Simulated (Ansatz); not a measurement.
## Calculated with Ansatz: CaIrO₃, relaxation

Launch command:

```bash
ansatz run input.yaml --threads 2 --pin off --max-ram 2560MiB --backend cpu --events-out ev --progress --plain --runs-dir out
```

input.yaml:

```yaml
crystal:
  lattice:
    - [1.57376745, 4.9314716, 0.0]
    - [1.57376745, -4.9314716, 0.0]
    - [0.0, 0.0, -7.29887821]
  atoms:
    - { symbol: O, position: [0.6296, 0.3704, 0.9447] }
    - { symbol: O, position: [0.3704, 0.6296, 0.4447] }
    - { symbol: O, position: [0.3704, 0.6296, 0.0553] }
    - { symbol: O, position: [0.6296, 0.3704, 0.5553] }
    - { symbol: O, position: [0.9331, 0.0669, 0.75] }
    - { symbol: O, position: [0.0669, 0.9331, 0.25] }
    - { symbol: Ir, position: [0.0, 0.0, 0.0] }
    - { symbol: Ir, position: [0.0, 0.0, 0.5] }
    - { symbol: Ca, position: [0.2498, 0.7502, 0.75] }
    - { symbol: Ca, position: [0.7502, 0.2498, 0.25] }
  symmetry: { tolerance: 0.0003 }
kpoints:
  mp_grid: { grid: [6, 6, 3], shift: [0, 0, 0] }
magnetization:
  spin_polarized: false
scf:
  occupations: { method: gaussian, width: 0.1148 }
  lower_state_search: "off"
hamiltonian:
  pseudopotentials: { kind: paw }
  xc: r2scan
basis:
  ecutwfc: 500
  fft_grid_basis: typed
relax:
  max_steps: 60
  cell: { p_target: 0.0 }
output:
  forces: true
  stress: true
  eigenvalues: true
  bader: true
  populations: true
  elf: true
  write_potential: true
  volumetric_format: npy
  dos:
    e_range: [-12, 8]
    de: 0.05
    projected: { site_lists: { Ca: [Ca], Ir: [Ir], O: [O] } }
  write_density: true
checkpoint:
  read: saved_state
```

Origin of the cell: a database entry, scaled a little.

The saved state is a converged single point of the same cell.

Output (shortened):

```
Pseudopotentials: kind: paw
Pseudopotential: O, paw, valence charge 6, recommended cutoff 500 eV (meta_gga), O.paw.azcp
Pseudopotential: Ir, paw, valence charge 17, recommended cutoff 500 eV (meta_gga), Ir.paw.azcp
Pseudopotential: Ca, paw, valence charge 10, recommended cutoff 500 eV (meta_gga), Ca.paw.azcp
Functional definition: r2SCAN
  exchange = r2scan_x(k0 = k0, k1 = k1, a1 = a1)
  correlation = r2scan_c
Crystal: 10 atoms, lattice volume = 113.293 Å³
Basis set: ecut = 500 eV, 2895 PW (Γ), exchange–correlation on 160×160×216 points (64 copies of the dense FFT grid, shifted against one another)
Bands: 55, of which v1, the nominal top of the filled ones, is band 45 counted from 1 (44 counted from 0)
Symmetry: 8 space group operations
[… 12 lines left out …]
Initial density: read from a saved state, or passed on in memory by an earlier SCF of this step, an earlier step, the calling program or the single point that the run made first
Functional: x = r2scan, c = r2scan; τ floored in thin density (d = 2e-4 eV/Å³)
SCF iter   1: F=-30955.430640 eV  HF=-30955.419709 eV  Δρ=1.94e-3  dr2=4.81e-4  dr2_τ=3.42e-3
SCF iter   2: F=-30955.431059 eV  HF=-30955.429992 eV  Δρ=1.02e-3  dr2=1.34e-4  dr2_τ=3.80e-4
SCF iter   3: F=-30955.431077 eV  HF=-30955.431094 eV  Δρ=2.92e-4  dr2=6.71e-5  dr2_τ=1.99e-5
SCF iter   4: F=-30955.431319 eV  HF=-30955.431321 eV  Δρ=6.44e-5  dr2=7.64e-6  dr2_τ=1.05e-6
SCF iter   5: F=-30955.431322 eV  HF=-30955.431322 eV  Δρ=3.13e-5  dr2=1.62e-6  dr2_τ=2.87e-7
SCF iter   6: F=-30955.431322 eV  HF=-30955.431322 eV  Δρ=1.71e-5  dr2=2.38e-7  dr2_τ=4.95e-8
SCF iter   7: F=-30955.431322 eV  HF=-30955.431322 eV  Δρ=5.60e-6  dr2=3.30e-8  dr2_τ=4.13e-9
relax step   1: F+E_penalty+E_count = -30955.431322 eV  Δ(F+E_penalty+E_count) = +0.000e0 eV  max|allowed force component| = 7.512e-1 eV/Å  Δτ_max = 0.0000 Å  P = -1.683 GPa  Ω = 113.293 Å³ […]
relax step   2: F+E_penalty+E_count = -30955.539472 eV  Δ(F+E_penalty+E_count) = -1.081e-1 eV  max|allowed force component| = 4.487e-1 eV/Å  Δτ_max = 0.0860 Å  P = -0.148 GPa  Ω = 112.246 Å³ […]
relax step   3: F+E_penalty+E_count = -30955.584326 eV  Δ(F+E_penalty+E_count) = -4.485e-2 eV  max|allowed force component| = 1.560e-1 eV/Å  Δτ_max = 0.0436 Å  P = +0.234 GPa  Ω = 112.522 Å³ […]
relax step   4: F+E_penalty+E_count = -30955.593864 eV  Δ(F+E_penalty+E_count) = -9.538e-3 eV  max|allowed force component| = 9.358e-2 eV/Å  Δτ_max = 0.0265 Å  P = +0.311 GPa  Ω = 112.342 Å³ […]
relax step   5: F+E_penalty+E_count = -30955.595729 eV  Δ(F+E_penalty+E_count) = -1.865e-3 eV  max|allowed force component| = 1.382e-2 eV/Å  Δτ_max = 0.0063 Å  P = -0.013 GPa  Ω = 112.653 Å³ […]
relax step   6: F+E_penalty+E_count = -30955.595806 eV  Δ(F+E_penalty+E_count) = -7.684e-5 eV  max|allowed force component| = 1.509e-3 eV/Å  Δτ_max = 0.0012 Å  P = +0.001 GPa  Ω = 112.670 Å³ […]
relax step   7: F+E_penalty+E_count = -30955.595510 eV  Δ(F+E_penalty+E_count) = +2.956e-4 eV  max|allowed force component| = 1.576e-3 eV/Å  Δτ_max = 0.0000 Å  P = +0.002 GPa  Ω = 112.670 Å³  stress off target by 1.79e-2 GPa […]
SCF 7 converged in 7 iterations: F = -30955.595510 eV  dr2 = 2.17e-11
basis re-selected at this cell: Δ(F+E_penalty+E_count) = +2.956e-4 eV, ΔP = +0.001 GPa vs the last step (what re-selecting the basis moved, of the pressure what is left beyond the Pulay corre […]
SCF converged after 7 iterations
Free energy (F): -30955.595510 eV
Harris-Foulkes:  -30955.595510 eV  (|F-HF|=1.46e-11)
Internal energy: -30955.550212 eV  (E = F + TS)
E sigma→0 (E₀):  -30955.572861 eV
Entropy (-TS):   -0.045298 eV (-4.530 meV/atom)
Fermi energy:    12.629811 eV
--- Per-component energies (eV) ---
  E_band       = -702.281974
  E_kinetic    = 2861.775051
  E_local      = -6369.047701  (includes V_loc(G=0)·N_el)
  E_nonlocal   = 560.106846
  E_hartree    = 2324.343440
  E_xc         = -1224.675519
  E_vxc        = -1686.309789  (∫ρ·V_xc dr)
  E_paw        = -21185.625251  (= ΣΔE_a)
  E_vpaw       = -821.304580  (= ΣTr[D̂ρ^β])
  E_aug_tail   = 0.005966  (compensation charges beyond the density's cutoff)
  E_vtau       = 103.805423  (kinetic-family band-sum trace: ∫τ·v_τ [+ j·A + Jᵃ·Aᵃ] dr)
  E_ewald      = -7921.166280
  E_core_change = -1.266763  (= ΣΔE_core)
  E_smearing   = -0.045298  (= −TS)
  Σ components = -30955.595510   (vs F -30955.595510, Δ=0.00e0)
--- Forces (eV/Å), atoms counted from 1 ---
  atom   1  O      0.000000    -0.001576     0.001295
  atom   2  O     -0.000000     0.001576     0.001295
  atom   3  O     -0.000000     0.001576    -0.001295
  atom   4  O      0.000000    -0.001576    -0.001295
  atom   5  O      0.000000    -0.000993    -0.000000
  atom   6  O     -0.000000     0.000993     0.000000
  atom   7  Ir    -0.000000     0.000000    -0.000000
  atom   8  Ir    -0.000000     0.000000     0.000000
  atom   9  Ca     0.000000    -0.000100     0.000000
  atom  10  Ca    -0.000000     0.000100    -0.000000
  max |Σ_I F_I| component: 6.94e-18 eV/Å
--- Stress (GPa, compression-positive) ---
        0.012760      -0.000000       0.000000
       -0.000000       0.009646      -0.000000
        0.000000      -0.000000      -0.017891
  P = ⅓ Tr σ = 0.0015 GPa (0.015 kbar)
--- Relaxed structure (6 steps of the walk, 6 accepted, 1 SCFs on fresh bases) ---
  F+E_penalty+E_count = -30955.595510 eV   max|allowed force component| = 1.576e-3 eV/Å   (the final SCF, on the basis selected at the relaxed cell)
  cell:  # Å, volume = 112.6697 Å³
    - [1.589986, 4.865381, 0.0]
    - [1.589986, -4.865381, 0.0]
    - [0.0, 0.0, -7.282277]
  atoms:
    - { symbol: O, position: [0.625768, 0.374232, 0.950322] }
    - { symbol: O, position: [0.374232, 0.625768, 0.450322] }
    - { symbol: O, position: [0.374232, 0.625768, 0.049678] }
    - { symbol: O, position: [0.625768, 0.374232, 0.549678] }
    - { symbol: O, position: [0.923194, 0.076806, 0.75] }
    - { symbol: O, position: [0.076806, 0.923194, 0.25] }
    - { symbol: Ir, position: [1.407e-19, -1.407e-19, 2.139e-19] }
    - { symbol: Ir, position: [1.407e-19, -1.407e-19, 0.5] }
    - { symbol: Ca, position: [0.248742, 0.751258, 0.75] }
    - { symbol: Ca, position: [0.751258, 0.248742, 0.25] }
--- Löwdin populations: 10 sites ---
  site symbol       q [e]
     0      O      6.9210
     1      O      6.9210
     2      O      6.9210
     3      O      6.9210
     4      O      6.8671
     5      O      6.8671
     6     Ir     15.6247
     7     Ir     15.6247
     8     Ca      8.2969
     9     Ca      8.2969
  spilling = 0.008204 (of n_electrons = 90.000000)
--- Bader charges: 10 sites ---
  site symbol  charge [e]  shift [e]
     0      O     -1.1034     0.0013
     1      O     -1.1034     0.0013
     2      O     -1.1034     0.0013
     3      O     -1.1034     0.0013
     4      O     -1.0715     0.0002
     5      O     -1.0715     0.0002
     6     Ir      1.6869     0.0023
     7     Ir      1.6869     0.0023
     8     Ca      1.5913     0.0004
     9     Ca      1.5913     0.0004
  estimated error of the sums over rays = 5.5e-4 e
```

Before:

Space group Cmcm (No. 63); the run's cell has a = 5.177 Å, b = 5.177 Å, c = 7.299 Å, α = 90.00°, β = 90.00°, γ = 144.60°. Shortest distances: Ir–O 1.94 Å, Ca–O 2.40 Å, O–O 2.68 Å, Ca–Ir 3.07 Å, Ir–Ir 3.15 Å, Ca–Ca 3.15 Å.

After:

Space group Cmcm (No. 63); the run's cell has a = 5.119 Å, b = 5.119 Å, c = 7.282 Å, α = 90.00°, β = 90.00°, γ = 143.81°. Shortest distances: Ir–O 1.97 Å, Ca–O 2.33 Å, O–O 2.55 Å, Ca–Ir 3.03 Å, Ir–Ir 3.18 Å, Ca–Ca 3.18 Å.

```yaml
Free_energy_lowered_by: 16.4 meV/atom
Volume_change: -0.55 %
Final_pressure: 0.00 GPa
Relaxation_steps_listed: 7
```

Caveats: no moments, though an odd count or open d shells may carry them; no spin-orbit coupling, though heavy elements are present; the k mesh is coarse if the cell is a metal; the relaxation held the start's symmetry, so the end may be a saddle point.

Time: 2 min on 2 threads of Intel(R) Xeon(R) Platinum 8488C (Sapphire Rapids) (shared host), peak memory 0.94 GiB, from a saved density.
